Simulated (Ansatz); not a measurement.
HfN:
```
CELL_PARAMETERS angstrom
      0.00000     2.26275     2.26275
      2.26275     0.00000     2.26275
      2.26275     2.26275     0.00000
ATOMIC_POSITIONS crystal
  N  0.00000 0.00000 0.00000
  Hf 0.50000 0.50000 0.50000
```

Relaxed with r²SCAN.

### Question
Map the electron localisation function on the plane through (0.000, 0.000, 0.000) spanned by u = [1, 0, 0] and v = [0, 1, -1] in lattice vectors, from r²SCAN (plane waves, PAW; program Ansatz).

### Answer
x is the fraction of u, y of v (the angle between them is 90°; rows are the nearest grid lines); atoms in the plane: N at (0.00, 0.00), Hf at (0.50, 0.50).
```
|01799741114799710|
|14898631113689841|
|78997310001379987|
|99973112221137999|
|98731136663113789|
|76311479997411367|
|43113799999731134|
|11026999999962011|
|11026999899962011|
|11026999999962011|
|43113799999731134|
|76311479997411367|
|98731136663113789|
|99973112221137999|
|78997310001379987|
|14898631113689841|
|01799741114799710|
```
Scale: ten equal steps from 0.034 (start of '0') to 0.843 (end of '9'), in the order '0123456789'; x runs from 0.000 to 1.00, y from 0.000 (bottom) to 1.00 (top).

The density is the valence pseudo-density with augmentation charge, so density and ELF within about 1 Å of a nucleus are not all-electron values.

Space group Fm-3m (rock salt). The r²SCAN relaxation kept the symmetry of its start; of distortions, only those at the zone centre were tested. The run is not spin-polarised. Spin–orbit coupling is left out wherever it is not named.

Potentials: the later of the program's two PAW sets.
